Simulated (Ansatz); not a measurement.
**MgV3CrS8, one structure, two calculations**

Cell: a Materials Project structure (computed, not necessarily an observed phase), atoms as given.

```cif
data_MgV3CrS8
_symmetry_space_group_name_H-M 'Cm'
_symmetry_Int_Tables_number 8
_cell_length_a 12.0629
_cell_length_b 6.9577
_cell_length_c 7.0771
_cell_angle_alpha 90.000
_cell_angle_beta 124.678
_cell_angle_gamma 90.000
loop_
_atom_site_label
_atom_site_type_symbol
_atom_site_symmetry_multiplicity
_atom_site_Wyckoff_symbol
_atom_site_fract_x
_atom_site_fract_y
_atom_site_fract_z
Mg Mg 2 a 0.1291 0.0000 0.8861
V2 V 2 a 0.5167 0.0000 0.4896
V3 V 4 b 0.7367 0.2196 0.4894
Cr Cr 2 a 0.5051 0.0000 0.0136
S6 S 2 a 0.7479 0.0000 0.2529
S7 S 4 b 0.4853 0.2222 0.7325
S8 S 2 a 0.2660 0.0000 0.2974
S10 S 2 a 0.7514 0.0000 0.7531
S11 S 4 b 0.5031 0.2443 0.2528
S12 S 2 a 0.2629 0.0000 0.7327
```

One atom of each set is listed; the run and its k-mesh use a cell of 13 atoms with edges of 6.96, 6.96, 7.08 Å.

First run. Computed with Ansatz: DFT, PBE, plane waves and PAW, scalar-relativistic, collinear spin, 420 eV cutoff, Γ-centred 5×5×5 k-points, Fermi–Dirac smearing 0.02 eV. Start moments as typed (μB): 1 on each V, 4 on each Cr, none on the rest.

| site | V_zz (10²¹ V/m²) | η | m (μB) |
| --- | --- | --- | --- |
| Mg | -0.44 | 0.05 | 0.01 |
| V2 | -1.44 | 0.21 | 1.25 |
| V3 | -1.41 | 0.28 | 1.24 |
| Cr | 0.26 | 0.22 | 2.59 |
| S6 | -3.89 | 0.79 | -0.07 |
| S7 | -2.29 | 0.63 | -0.07 |
| S8 | -2.84 | 0.01 | -0.05 |
| S10 | -3.18 | 0.00 | -0.04 |
| S11 | -3.93 | 0.79 | -0.07 |
| S12 | -2.31 | 0.60 | -0.07 |

Second run. The same atoms and settings, except that the mesh is 6×6×6 and the Fermi–Dirac smearing is 0.05 eV.

Problem. Given the first result, estimate the second.

Solution. 

```json
{"site": "Mg", "V_zz": "-0.44", "η": "0.04", "change of V_zz": "0.00", "m (μB)": "0.01"}
{"site": "V2", "V_zz": "-1.40", "η": "0.23", "change of V_zz": "+0.04", "m (μB)": "1.25"}
{"site": "V3", "V_zz": "-1.39", "η": "0.28", "change of V_zz": "+0.02", "m (μB)": "1.24"}
{"site": "Cr", "V_zz": "0.32", "η": "0.07", "change of V_zz": "+0.06", "m (μB)": "2.59"}
{"site": "S6", "V_zz": "-3.90", "η": "0.79", "change of V_zz": "-0.01", "m (μB)": "-0.07"}
{"site": "S7", "V_zz": "-2.32", "η": "0.62", "change of V_zz": "-0.03", "m (μB)": "-0.07"}
{"site": "S8", "V_zz": "-2.83", "η": "0.01", "change of V_zz": "+0.01", "m (μB)": "-0.05"}
{"site": "S10", "V_zz": "-3.17", "η": "0.00", "change of V_zz": "+0.01", "m (μB)": "-0.04"}
{"site": "S11", "V_zz": "-3.93", "η": "0.78", "change of V_zz": "0.00", "m (μB)": "-0.07"}
{"site": "S12", "V_zz": "-2.33", "η": "0.60", "change of V_zz": "-0.02", "m (μB)": "-0.07"}
```

The largest change of V_zz is on Cr, from 0.26 to 0.32. In per cent, |V_zz| changes by 0 to +1 on S (all sites that start above 2).

Semilocal functionals can leave a metal where correlation in the d or f shell opens a gap in the real compound, and that would change the values at and beside Cr and V. All moments are parallel here, as the start or the cell imposes; many such compounds order antiparallel, where fields and spin densities carried over to other atoms largely cancel. The magnetic order is the one that the run reached from its start moments, not necessarily the measured one.
For the first run: The program didn't check the stability of this electronic state in full, so a lower one may lie near.
